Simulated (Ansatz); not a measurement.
GaPt:
```
GaPt
1.0
    4.91951     0.00000     0.00000
    0.00000     4.91951     0.00000
    0.00000     0.00000     4.91951
Ga Pt
4 4
Cartesian
  0.45660   0.45660   0.45660
  2.00315   4.46290   2.91636
  2.91636   2.00315   4.46290
  4.46290   2.91636   2.00315
  1.96245   1.96245   1.96245
  0.49730   2.95706   4.42221
  4.42221   0.49730   2.95706
  2.95706   4.42221   0.49730
```

Relaxed with r²SCAN. Special points in fractions of this cell's reciprocal vectors: Γ (0.000, 0.000, 0.000); X (0.000, 0.500, 0.000); M (0.500, 0.500, 0.000); R (0.500, 0.500, 0.500); X1 (0.500, 0.000, 0.000).

Q: List the band energies nearest the Fermi level at these points for r²SCAN (plane waves, PAW; program Ansatz).

A: In eV from the Fermi level; about four levels below and three above (degenerate sets whole), none deeper than 8.9 eV; points with the same levels are listed once.

| k | below | above |
|---|---|---|
| Γ | -1.57 -1.57 -1.57 -0.20 -0.20 -0.20 | 3.52 3.52 3.52 |
| X | -1.54 -1.54 -0.68 -0.68 | 1.37 1.37 2.14 2.14 |
| M | -2.45 -2.45 -2.18 -2.18 | 0.37 0.37 0.92 0.92 |
| R | -0.89 -0.89 -0.89 -0.89 | 6.02 6.02 6.02 6.02 |

Space group P2_13. The workflow started from a Materials Project entry (that database holds measured and hypothetical structures alike); the Crystallography Open Database copy checked does not list it. With Ga and Pt taken as one species the cell has the higher symmetry Pa-3, so it may be an ordered model of a mixed-site phase. Its standing as an ambient phase is unchecked. The r²SCAN relaxation kept the symmetry of its start; its stability against distortions is not shown here. The run is not spin-polarised. Spin–orbit coupling is left out wherever it is not named.

Potentials: the later of the program's two PAW sets.
